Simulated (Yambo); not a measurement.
Yambo run on RbBr (rock salt, space group Fm-3m, No. 225). The wavefunctions are PBEsol (Quantum ESPRESSO, PseudoDojo norm-conserving, 46 Ry, with spin-orbit coupling) ones on a 4×4×4 mesh (16 occupied bands); a = 4.8389 Å, b = 4.8389 Å, c = 4.8389 Å, α = 60.00°, β = 60.00°, γ = 60.00°.

Yambo input:

```
rim_cut
gw0
dyson
el_el_corr
HF_and_locXC
ppa
em1d
RandQpts= 1000000
RandGvec= 1 Ry
EXXRLvcs= 46 Ry
VXCRLvcs= 184 Ry
Chimod= "HARTREE"
% BndsRnXp
 1 | 224 |
%
NGsBlkXp= 7 Ry
% LongDrXp
 1.0 | 1.0 | 1.0 |
%
PPAPntXp= 27.2114 eV
% GbndRnge
 1 | 138 |
%
GTermKind= "BG"
DysSolver= "n"
ExtendOut
% QPkrange
 1 | 1 | 16 | 17 |
%
```

k points by index: 1 = Γ.

Resulting energies as the program prints them:

```
#    K-point    Band    Eo [eV]    E [eV]    E-Eo [eV]    Vxc [eV]    Vnlxc [eV]    Sc|Eo [eV]    Sc|E [eV]    dSc/dw|Eo [eV]    Re(Z)    Im(Z)
#
    1    16    0.000000    -1.826425    -1.826425    -12.51154    -16.34611    1.614143    2.008145    -5.869615    0.822565    -0.001604
    1    17    4.060597    4.739974    0.679377    -6.592363    -2.973673    -2.842211    -2.939313    -3.888753    0.874959    -0.922311E-3
```
(The two width columns are left out.) Convergence of these settings isn't established.

Geometry relaxed with PBEsol.
